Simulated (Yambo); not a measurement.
G0W0@PBEsol for HgS (space group P3_221, No. 154) in Yambo (3×3×1 mesh, 8 Ry block, plasmon pole, screening fixed), without a terminator:

```
bands N in G  gap Γ → Γ (eV)  shift of the valence edge (eV)
------------  --------------  ------------------------------
120                    2.106                          -0.185
204                    2.099                          -0.456
315                    2.090                          -0.579
```

Extrapolate both columns to infinite N with E(N) = E∞ + A/N, test the form, and compare with the terminator.

From two points, E∞ = (N2 E2 − N1 E1)/(N2 − N1). The two largest N give 2.07 eV for the gap and -0.81 eV for the shift; the two smallest give 2.09 eV and -0.84 eV. For the gap the slopes A are 2.0 and 5.2 eV: the form isn't reached, and its limit is uncertain. For the shift the slopes A are 79 and 71 eV: the 1/N form holds. With the Bruneval-Gonze terminator and 315 bands the run gives 2.08 eV and -0.67 eV, 0.00 eV and 0.13 eV from the extrapolated values: the terminator too is an estimate of the remainder. Block, mesh and the bands in W are held fixed.

Spin-orbit coupling is not included.

Geometry relaxed with PBE+D3(BJ); primitive cell a = b = 4.161 Å, c = 9.505 Å, α = β = 90.00°, γ = 120.00°.

A shift is the quasiparticle energy of the state minus its PBEsol energy.
